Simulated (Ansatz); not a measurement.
## Zn$_{2}$C: levels along high-symmetry lines

```
C Zn
1.0
     0.00000    2.60443    2.60443
     2.60443    0.00000    2.60443
     2.60443    2.60443    0.00000
C Zn
1 2
Direct
  0.00000 0.00000 0.00000
  0.25000 0.25000 0.25000
  0.75000 0.75000 0.75000
```

Atoms are numbered in the order listed.

The structure comes from a relaxation in the same program, started in the fluorite type, and has space group Fm-3m. Whether it is a known phase or the ground state wasn't checked.

The calculation used Ansatz 0.2.0, DFT, PBE, all-electron LAPW, scalar-relativistic.

The runs use a Γ-centred 11×11×11 k mesh, Fermi–Dirac smearing of 0.08 eV, basis error target 0.5 meV/atom, no spin polarisation.

Points in fractions of the reciprocal vectors of this cell: Γ (0, 0, 0), X (0.5, 0, 0.5), U (0.625, 0.25, 0.625), K (0.375, 0.375, 0.75), L (0.5, 0.5, 0.5), W (0.5, 0.25, 0.75). The path joins them by straight lines in the order Γ–X–U–K–Γ–L–W–X; legs that retrace an earlier one aren't tabulated. Energies are in eV from the Fermi level.

Q: Is there a gap?

A: None at this level of theory (metallic, semimetallic, or a small gap that the functional closes).

Q: List the levels between -14 and 3.5 eV at the symmetry points.

A: 
Γ: -13.96, -8.72 (×3), -8.53 (×2), -7.27 (×3), -6.93 (×2), -0.39, -0.16 (×3)
X: -11.60, -9.19, -8.37, -8.22, -7.82 (×2), -7.69, -7.60 (×2), -7.23, -6.95, -5.41, -3.78 (×2), 0.78, 1.32
U: -11.64, -8.74, -8.35, -8.21, -8.08, -7.97, -7.58, -7.55, -7.35, -7.34, -6.98, -5.83, -5.21, -3.00, 1.38
K: -11.64, -8.74, -8.35, -8.21, -8.08, -7.97, -7.58, -7.55, -7.35, -7.34, -6.98, -5.83, -5.21, -3.00, 1.38
L: -12.15, -8.43, -8.24 (×2), -7.88 (×2), -7.70 (×2), -7.67 (×2), -7.30, -7.12, -1.27 (×2), 0.56
W: -11.59, -8.52 (×2), -8.22, -7.95 (×2), -7.62 (×2), -7.43, -7.40, -6.86, -5.03 (×2), -4.91
